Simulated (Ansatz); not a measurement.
Relaxed-ion elastic tensor of SiC (zinc blende, space group No. 216) in GPa (Voigt order), the program Ansatz at the r²SCAN level (PAW); density 3.22 g/cm³, 10.33 Å³ per atom.

```
414  134  134  0.0  0.0  0.0
134  414  134  0.0  0.0  0.0
134  134  414  0.0  0.0  0.0
0.0  0.0  0.0  261  0.0  0.0
0.0  0.0  0.0  0.0  261  0.0
0.0  0.0  0.0  0.0  0.0  261
```

Is the crystal mechanically stable?

Yes: the smallest eigenvalue of C is 261 GPa.

Work out the Voigt, Reuss and Hill averages.

K_V = 227, K_R = 227, K_H = 227; G_V = 213, G_R = 194, G_H = 203 GPa.

Give Young's modulus, Poisson's ratio, Pugh's ratio and the universal anisotropy index.

E = 9KG/(3K + G) = 470 GPa; ν = 0.16; K/G = 1.12 (brittle by the Pugh limit of 1.75); A_U = 5G_V/G_R + K_V/K_R − 6 = 0.48.

Estimate the sound speeds and the Debye temperature.

v_l = √((K + 4G/3)/ρ) = 12400 m/s, v_t = √(G/ρ) = 7940 m/s, mean 8730 m/s; Θ = (h/k)(3n/4πV)^(1/3) v_m = 1190 K.

Give the Zener ratio and Young's modulus along [100], [110] and [111].

A = 2C44/(C11 − C12) = 1.87; 1/E = S11 − 2(S11 − S12 − S44/2)Γ with Γ = 0, 1/4, 1/3 gives 348, 490, 566 GPa.

Space group F-43m (zinc blende). The cell was relaxed with r²SCAN under the symmetry of its start; phonons on a q-mesh show no instability.

Potentials: the later of the program's two PAW sets.
